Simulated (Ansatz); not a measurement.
Si2Os in space group Fddd (No. 70; Si on 16f, Os on 8a), the program Ansatz at the PBEsol level (PAW), all energies at zero smearing, with the estimated change up to a 700 eV cutoff added, with one set of potentials and settings (totals compare only within such a set). Cell of 6 atoms (4 Si, 2 Os): -24990.883 eV.

```
element                reference phase  E (eV/atom)
-------  -----------------------------  -----------
Si          Fd-3m, 2 atoms in the cell    -621.4938
Os       P6_3/mmc, 2 atoms in the cell  -11252.3295
```

Formation energy per atom, worked out: (-24990.883 − 4×(-621.4938) − 2×(-11252.3295))/6 = -0.041 eV/atom (-4 kJ per mol of atoms), at 0 K, without zero-point energy or fitted corrections.

A made-up cell: these elements were put on the sites of a structure type; neither database checked (COD, Materials Project) lists it. Whether it is the stable phase at ambient conditions was not checked. The cell was relaxed with PBEsol under the symmetry of its start; its stability against distortions is not shown here. The run is not spin-polarised. The references are the lowest solids computed at this level, not always the standard phases. Scalar-relativistic: spin–orbit coupling is off unless named, which matters more the heavier the elements.

Potentials: the earlier of the program's two PAW sets. The files were generated under PBE; for other functionals the program regenerates the frozen cores, and for LDA and PBEsol the local potential too.
